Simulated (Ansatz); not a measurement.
The elements of this relaxed trial crystal are hidden behind letters.

```
lattice vectors (Å)
   4.2522    0.0000    0.0000
  -2.1261    3.6825    0.0000
   0.0000    0.0000   21.0247
fractional positions
X 0.3333 0.6667 0.6667
X 0.6667 0.3333 0.1667
Z 0.3333 0.6667 0.0038
Z 0.3333 0.6667 0.3310
Z 0.6667 0.3333 0.5038
Z 0.6667 0.3333 0.8310
Q 0.3333 0.6667 0.1316
Q 0.3333 0.6667 0.4579
Q 0.3333 0.6667 0.7850
Q 0.6667 0.3333 0.2850
Q 0.6667 0.3333 0.6316
Q 0.6667 0.3333 0.9579
```

These are results of Ansatz 0.2.0, DFT PBE, scalar-relativistic, plane waves, PAW, not measurements. Plane waves to 420 eV, a 12×12×2 mesh through Γ for the 12-atom cell and 0.10 eV Gaussian smearing; no spin polarisation.

```
Space group                                 : P6_3mc (No. 186)
Conventional cell                           : a = 4.252 Å, c = 21.025 Å
Volume per atom                             : 27.44 Å³
Density                                     : 4.86 g/cm³
Formation energy                            : −0.29 eV/atom
Gap on the 12×12×2 mesh of the 12-atom cell : 0.04 eV by band count, less than the smearing, so the run treats it as a metal
```

Energies are uncorrected and count from the elements' standard states at the same level.

Problem. X is a p-block element of period 3, Z is a p-block element of period 5 and Q is a p-block element of period 4. Which elements are they?

Solution. X = Al, Z = In, Q = As, so the formula is AlIn2As3. Density times volume gives a mean mass of 4.86 × 27.44/1.6605 = 80.3 u per atom, and this set has 80.2 u. Al has 4 As at 2.49–2.56 Å; around In on its first site lie 4 As at 2.64–2.69 Å; As on its first site is surrounded by 3 Al at 2.56 Å and 1 In at 2.69 Å; 3 more sites not described. Other sets within the hints have nearly the same mass, so mass alone doesn't settle it; this one was computed.

Symmetry constrained the relaxation, so the result can be a saddle point.
